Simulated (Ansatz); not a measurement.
BN (zinc blende, F-43m), LDA in the plane-wave PAW code Ansatz. The conduction-band minimum lies at X, with 3 equivalent valleys. Second derivatives d²E/dk² of the lowest band at one valley (eV·Å²), along Cartesian directions:

```tsv
direction	d²E/dk²
[100]	8.508
[010]	25.63
[001]	25.63
[110]	17.07
[101]	17.07
[011]	25.62
```

Q: Find the principal effective masses, the density-of-states mass and the conductivity mass.

A: Off-diagonal terms follow from H_xy = H[110] − (H_xx + H_yy)/2, and m*/mₑ = 7.620 eV·Å² over each eigenvalue: 0.30, 0.30, 0.90. One valley's DOS mass (m₁m₂m₃)^(1/3) = 0.43, conductivity mass 3/(Σ 1/mᵢ) = 0.38 mₑ.

Q: What effective density of states Nc follows at 300 K for parabolic valleys?

A: Nc = 2.509e19 × 3 × (0.43)^(3/2) ≈ 2.1e19 cm⁻³.

Q: With the computed static dielectric constant 6.74 (mean of the diagonal), estimate a hydrogenic donor's binding energy and radius.

A: E = 13.606 eV × 0.38/6.74² ≈ 110 meV; a = 0.529 Å × ε/m* ≈ 9.4 Å. Semilocal masses tend to be too small when the gap is underestimated.

Q: With ε∞ = 4.57 and ω_LO = 1296 cm⁻¹, what Fröhlich coupling constant follows?

A: α = (1/ε∞ − 1/ε0) √(m* × 13.606 eV/ħω_LO) = 0.40.

The LDA relaxation kept the symmetry of its start.

Potentials: the earlier of the program's two PAW sets. The files were generated under PBE; for other functionals the program regenerates the frozen cores, and for LDA and PBEsol the local potential too.
